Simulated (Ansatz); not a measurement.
Starting cell, C (diamond):

```
C
1.0
    0.00000     3.56028     3.56028
    1.78014     1.78014     3.56028
    1.78014     1.78014     0.00000
C
4
Direct
  0.00000   0.50000   0.50000
  0.50000   0.50000   0.50000
  0.00000   0.75000   0.75000
  0.50000   0.75000   0.75000
```

The atoms are displaced by Q × the pattern below (from a DFPT mode at X = (0.5, 0.5, 0.0), largest move 1; Q in Å), at fixed cell. It is one choice among 2 degenerate patterns. (q is in reciprocal vectors of the primitive cell; the cell shown is doubled to hold the pattern.)

| atom | x | y | z |
|---|---|---|---|
| C1 | 0.000 | 0.000 | -1.000 |
| C2 | 0.000 | 0.000 | 1.000 |

Atoms not listed stay in place.

Level of theory: r2SCAN (plane waves to 500 eV, PAW, scalar-relativistic; Ansatz, a quantum-chemistry and plane-wave program). k mesh 16×16×16 (Γ-centred), Fermi-Dirac smearing 0.05 eV. Energies are smeared free energies. C was relaxed with its symmetry unable to fall. ΔE is measured from the undisplaced structure.

```tsv
Q (Å)	ΔE (meV/cell)
-0.1000	659
-0.0833	withheld
-0.0667	294
-0.0500	165
-0.0333	73
-0.0167	18
0.0000	0
0.0167	18
0.0333	73
0.0500	165
0.0667	294
0.0833	withheld
0.1000	659
```

Task: Fit an even polynomial form (powers 2, 4) to the given rows and predict ΔE at Q = -0.0833.

Result: Least squares on the 11 given rows: ΔE = (66110)·Q² + (-21020)·Q⁴, in meV/cell with Q in Å; root-mean-square residual 0.3 meV/cell. At -0.0833 the fit gives 458 meV/cell; the calculation gives 458 meV/cell, the same to the digits shown. The quadratic term alone would give 459 meV/cell.

(For displaced atoms, the force is minus the slope of the energy, and its curvature is a force constant, which sets phonon frequencies.)
